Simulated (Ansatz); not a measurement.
The following input was run with Ansatz 0.2.0.

```yaml
crystal:
  lattice:
    - [3.8362347026, 0.0, 0.0]
    - [0.0, 3.8362347026, 0.0]
    - [0.0, 0.0, 3.8362347026]
  atoms:
    - { symbol: Na, position: [0.0, 0.0, 0.0] }
    - { symbol: W, position: [0.5, 0.5, 0.5] }
    - { symbol: O, position: [0.5, 0.5, 0.0] }
    - { symbol: O, position: [0.0, 0.5, 0.5] }
    - { symbol: O, position: [0.5, 0.0, 0.5] }
basis:
  ecutwfc: 420
kpoints:
  mp_grid: { grid: [10, 10, 10] }
hamiltonian:
  xc: pbesol
scf:
  occupations: { method: gaussian, width: 0.1 }
output:
  forces: true
  stress: true
  eigenvalues: true
```

Run as
```bash
ansatz run input.yaml --threads 1 --pin off --max-ram 2560MiB --backend cpu --events-out ev --progress --plain --runs-dir out
```

The calculation used DFT PBEsol, scalar-relativistic, plane waves, PAW (Ansatz 0.2.0).

From the run's log, abridged (iterations and final results):

```
SCF iter   1: F=—  HF=-13418.188942 eV  |F-HF|=—  |Δ(HF+E_count)|=         —  Δρ=1.68e-2  dr2=1.32e-1  ethr=1.77e-3  ⟨swp⟩=5.5  Hψ=6584  notcnv=0
SCF iter   2: F=—  HF=-13418.163262 eV  |F-HF|=—  |Δ(HF+E_count)|=   2.57e-2  Δρ=8.53e-3  dr2=2.06e-2  ethr=3.23e-4  ⟨swp⟩=2.0  Hψ=2814  notcnv=0  defer=62
SCF iter   3: F=—  HF=-13418.156108 eV  |F-HF|=—  |Δ(HF+E_count)|=   7.15e-3  Δρ=1.78e-3  dr2=1.90e-3  ethr=5.02e-5  ⟨swp⟩=2.0  Hψ=2258  notcnv=0  defer=62
SCF iter   4: F=—  HF=-13418.155686 eV  |F-HF|=—  |Δ(HF+E_count)|=   4.22e-4  Δρ=3.41e-4  dr2=8.44e-5  ethr=4.62e-6  ⟨swp⟩=2.3  Hψ=1944  notcnv=0  defer=62
SCF iter   5: F=—  HF=-13418.156226 eV  |F-HF|=—  |Δ(HF+E_count)|=   5.40e-4  Δρ=1.18e-4  dr2=3.84e-6  ethr=2.06e-7  ⟨swp⟩=2.0  Hψ=2387  notcnv=0  defer=62
SCF iter   6: F=-13418.156224 eV  HF=-13418.156224 eV  |F-HF|=7.51e-8  |Δ(HF+E_count)|=   2.19e-6  Δρ=1.30e-5  dr2=3.79e-8  ethr=2.44e-10  ⟨swp⟩=7.6  Hψ=7522  notcnv=0
SCF 1 converged in 6 iterations: F = -13418.156224 eV  dr2 = 3.79e-8
SCF converged after 6 iterations
Free energy (F): -13418.156224 eV
Harris-Foulkes:  -13418.156224 eV  (|F-HF|=7.51e-8)
Internal energy: -13418.144497 eV  (E = F + TS)
E sigma→0 (E₀):  -13418.150361 eV
Entropy (-TS):   -0.011727 eV (-2.345 meV/atom)
Fermi energy:    11.574409 eV
--- Per-component energies (eV) ---
  E_band       = -398.209772
  E_kinetic    = 1099.878238
  E_local      = -3083.770684  (includes V_loc(G=0)·N_el)
  E_nonlocal   = 262.304502
  E_hartree    = 1082.943775
  E_xc         = -522.614210
  E_vxc        = -569.251917  (∫ρ·V_xc dr)
  E_paw        = -9146.754179  (= ΣΔE_a)
  E_vpaw       = -273.259791  (= ΣTr[D̂ρ^β])
  E_aug_tail   = 0.007157  (compensation charges beyond the density's cutoff)
  E_ewald      = -3110.521446
  E_core_change = 0.382350  (= ΣΔE_core)
  E_smearing   = -0.011727  (= −TS)
--- Forces (eV/Å), atoms counted from 1 ---
  atom   1  Na     0.00000000     0.00000000     0.00000000
  atom   2  W      0.00000000     0.00000000     0.00000000
  atom   3  O      0.00000000     0.00000000     0.00000000
  atom   4  O      0.00000000     0.00000000     0.00000000
  atom   5  O      0.00000000     0.00000000     0.00000000
--- Stress (GPa, compression-positive) ---
        7.317960       0.000000       0.000000
        0.000000       7.317960       0.000000
        0.000000       0.000000       7.317960
  P = ⅓ Tr σ = 7.3180 GPa (73.180 kbar)
--- Band table (eV; the first three rows and the last of 56) ---
  k-point 0: bands = ["-64.3921", "-40.7790", "-28.7508", "-28.7508", "-28.7508", "-12.8613", "-12.8613", "-12.8613", "-9.5466", "-8.6013", "-8.6013", "5.5893", "5.5893", "5.5893", "7.4133", "7.4133", "7.4133", "7.7898", "7.7898", "7.7898", "10.0655", "10.0655", "10.0655", "13.8665", "15.1831", "15.1831"]
  k-point 1: bands = ["-64.3921", "-40.7790", "-28.7585", "-28.7504", "-28.7504", "-12.8658", "-12.8611", "-12.8611", "-9.4901", "-8.5987", "-8.5366", "5.3567", "5.5765", "5.5765", "7.1917", "7.1917", "7.3713", "7.3789", "7.7281", "7.7281", "10.0742", "10.4896", "10.4896", "14.0642", "15.1848", "15.6871"]
  k-point 2: bands = ["-64.3921", "-40.7788", "-28.7789", "-28.7494", "-28.7494", "-12.8776", "-12.8607", "-12.8607", "-9.3632", "-8.5917", "-8.3299", "4.6075", "5.5305", "5.5305", "6.6746", "6.7194", "6.7194", "7.2626", "7.6970", "7.6970", "10.0970", "11.3881", "11.3881", "14.5747", "15.1892", "16.7407"]
  k-point 55: bands = ["-64.3914", "-40.7775", "-28.8229", "-28.8229", "-28.8229", "-12.8770", "-12.8770", "-12.8770", "-7.4293", "-7.4293", "-7.4293", "2.2940", "2.2940", "2.4346", "3.3092", "3.3092", "3.3092", "8.6338", "8.6338", "8.6338", "14.8254", "14.8254", "14.8254", "16.4438", "20.8142", "20.8142"]
```

The run converged.

The run took 4.2 s on 1 thread of Arm Neoverse V2, with other jobs on the host, peak memory 0.34 GiB.

Spin–orbit coupling is left out, which can shift energies with elements as heavy as these. Spin polarisation was left out, and a magnetic state may lie lower.